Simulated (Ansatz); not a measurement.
## VPt: do energies and stresses tell the same story?

All numbers below come from DFT r2SCAN, scalar-relativistic, plane waves, PAW (Ansatz 0.2.0).

Plane waves to 500 eV, a k mesh through Γ of 16×16×12 on the computed 2-atom cell and Gaussian smearing (0.10 eV); no spin polarisation.

Relaxed cell: P4/mmm, a = 2.685 Å, b = 2.685 Å, c = 3.884 Å, α = 90.00°, β = 90.00°, γ = 90.00°, 2 atoms in the primitive cell. Whether it is the stable form of this composition wasn't checked.

Energies at zero smearing and pressures from the stress tensor, at volumes with shape and atoms relaxed:
```csv
V (Å³/atom),E − E(first) (meV/atom),P (GPa)
12.321,0.00,45.25
12.741,-99.14,30.88
13.161,-163.67,18.77
13.581,-199.04,8.57
14.001,-209.84,-0.03
14.421,-199.94,-7.26
14.841,-172.63,-13.35
15.401,-113.88,-19.96
```

Question: Check P = −dE/dV between neighbouring volumes, and get the bulk modulus from the pressures alone.

Answer: With 1 eV/Å³ = 160.2 GPa:
```
middle V (Å³/atom)  −ΔE/ΔV (GPa) mean P (GPa)
            12.531        37.816        38.066
            12.951        24.616        24.828
            13.371        13.492        13.672
            13.791         4.119         4.272
            14.211        -3.776        -3.646
            14.631       -10.418       -10.307
            15.121       -16.808       -16.656
```

The two differ by 0.25 GPa at most. The mean of two end pressures misses the average over a step by about ΔV² P″/12, up to 0.20 GPa here; with that taken off 0.05 GPa remains. The stress is the derivative of the free energy, not of the energy at zero smearing, and with free energies 0.00 GPa remains. Around V = 14.001 Å³/atom, the two neighbours give B = −V ΔP/ΔV = 14.001 × 15.83 / 0.840 = 263.9 GPa, against B0 = 262.3 GPa from the Birch–Murnaghan fit of the energies.

Spin-orbit coupling is left out, which matters for the bands of heavy elements.

A ferromagnetic start lost its moments in a first run, so spin was left out; other magnetic orders weren't tried.

Cost: 9 runs of about 13 core-minutes in all, on AMD EPYC 7R43 (Zen 3) (shared hosts).